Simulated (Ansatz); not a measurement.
Polymorphs of IrW, each relaxed with plane-wave PAW PBEsol (Ansatz code):

A: Pmma
a = 4.4382 Å, b = 2.7576 Å, c = 4.8086 Å, α = β = γ = 90.00°

```json
[
 {"atom": "Ir", "site": "2f", "symmetry": "mm2", "x": "0.2500", "y": "0.5000", "z": "0.6761"},
 {"atom": "W", "site": "2e", "symmetry": "mm2", "x": "0.2500", "y": "0.0000", "z": "0.1725"}
]
```

B: Cmcm
a = 2.755 Å, b = 10.141 Å, c = 4.297 Å, α = β = γ = 90.00°

```
atom  site  symmetry       x       y       z
----  ----  --------  ------  ------  ------
W       4c       m2m  0.0000  0.3364  0.2500
Ir      4c       m2m  0.0000  0.0752  0.2500
```

C: rock salt (Fm-3m)
a = b = c = 5.147 Å, α = β = γ = 90.00°

| atom | site | symmetry | x | y | z |
|---|---|---|---|---|---|
| Ir | 4a | m-3m | 0.0000 | 0.0000 | 0.0000 |
| W | 4b | m-3m | 0.5000 | 0.5000 | 0.5000 |

Question: Order them by energy per atom at 0 K (lowest first) at the level PBEsol.

Answer: A (+0 meV/atom), B (+185 meV/atom), C (+1220 meV/atom)

Typed or built starts, not in the databases checked: B; C. Standing as an ambient phase not checked: A. Unstable at this level: C. All cells were relaxed under the symmetry of their starts (and spin orders); stability against distortions was not tested throughout. Rows with no word on spin ran without spin polarisation. Spin–orbit coupling is left out wherever it is not named.

Energies hold the estimated change up to a 700 eV cutoff; steps of a few meV lie near the error of the meshes.

Potentials: the later of the program's two PAW sets.
